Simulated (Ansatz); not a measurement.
**Y: from a trial structure to a relaxed crystal**

Theory: DFT r2SCAN, scalar-relativistic, plane waves, PAW in Ansatz 0.2.0. Cutoff 500 eV, Γ-centred k mesh, Gaussian smearing, no spin polarisation in the final step.

The start puts Y on the simple cubic structure type (Pm-3m, No. 221), at a guessed volume.

```
CELL_PARAMETERS angstrom
3.27570 0.00000 0.00000
0.00000 3.27570 0.00000
0.00000 0.00000 3.27570
ATOMIC_POSITIONS crystal
Y 0.00000 0.00000 0.00000
```

Cell and atoms relax at zero pressure; the relaxation can't lower the symmetry of the start.

Problem. Describe the relaxed structure.

Solution. It keeps Pm-3m (No. 221). The result has the simple cubic structure. Conventional cell: a = 3.254 Å. Around Y lie 6 Y at 3.25 Å.

```
Y
1.0
     3.25430    0.00000    0.00000
     0.00000    3.25430    0.00000
     0.00000    0.00000    3.25430
Y
1
Direct
  0.00000 0.00000 0.00000
```

Problem. What are its volume, density and gap?

Solution. The volume per atom is 34.46 Å³. The density is 4.28 g/cm³ and the gap on the 16×16×16 mesh is 0 eV (a metal).

The final run used a 16×16×16 mesh on its 1-atom cell and 0.10 eV smearing. Symmetry constrained the relaxation, so the result can be a saddle point.